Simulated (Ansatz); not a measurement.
**Cd4Se3: rattling a relaxed structure**

The cell was found from a proposed guess, not taken from experiment.

These are results of DFT PBE, scalar-relativistic, plane waves, PAW in Ansatz, not measurements. Settings: cutoff 420 eV, Γ-centred mesh 12×12×4 on the computed 7-atom cell, Gaussian smearing of 0.10 eV; no spin polarisation.

The cell below (7 atoms, space group P3m1 (No. 156)) is relaxed within its symmetry.

```
Cd Se
1.0
     4.29281    0.00000    0.00000
    -2.14641    3.71768    0.00000
     0.00000    0.00000   13.09885
Cd Se
4 3
Direct
  0.00000 0.00000 0.76449
  0.66667 0.33333 0.48232
  0.33333 0.66667 0.20472
  0.66667 0.33333 0.91435
  0.00000 0.00000 0.55688
  0.66667 0.33333 0.27926
  0.33333 0.66667 0.00098
```

For the test it was strained at random (σ = 1.5 % a component), the atoms were moved at random (σ = 0.10 Å), and all was relaxed again on a coarse 6×6×2 mesh (in the run’s order of axes) with 0.20 eV smearing, with no symmetry imposed.

Task: What happens?

Result: It doesn't return. The energy falls by 43 meV/atom on that mesh, the volume changes by 7.5 %, and the end has space group Cm (No. 8) at a loose tolerance. Relaxed again on a 10×10×4 mesh with 0.02 eV smearing, the new structure lies 43 meV/atom below the first (mesh in the axes of the run's cell; the cell below is made exact in the group named). Space group P1 (No. 1), triclinic, a = 4.359 Å, b = 4.361 Å, c = 13.779 Å, α = 82.6°, β = 82.4°, γ = 60.2°. Around Cd on its first site lie 1 Se at 2.71 Å and 1 Cd at 2.77 Å; around Cd on its second site lie 4 Se at 2.66–2.69 Å; Cd on its third site is surrounded by 4 Se at 2.66–2.69 Å; Se on its first site has 4 Cd at 2.69–2.71 Å; 3 more sites not described.

```yaml
crystal:
  lattice:
    - [4.35907, 0.00000, 0.00000]
    - [2.16769, 3.78432, 0.00000]
    - [1.82225, 1.01358, 13.62013]
  atoms:
    - { symbol: Cd, position: [0.14651, 0.14809, 0.25923] }
    - { symbol: Cd, position: [0.37296, 0.36722, 0.52671] }
    - { symbol: Cd, position: [0.63272, 0.63289, 0.78998] }
    - { symbol: Cd, position: [0.22502, 0.23173, 0.05648] }
    - { symbol: Se, position: [0.05935, 0.05241, 0.45717] }
    - { symbol: Se, position: [0.31847, 0.31731, 0.72184] }
    - { symbol: Se, position: [0.57831, 0.58367, 0.98560] }
```
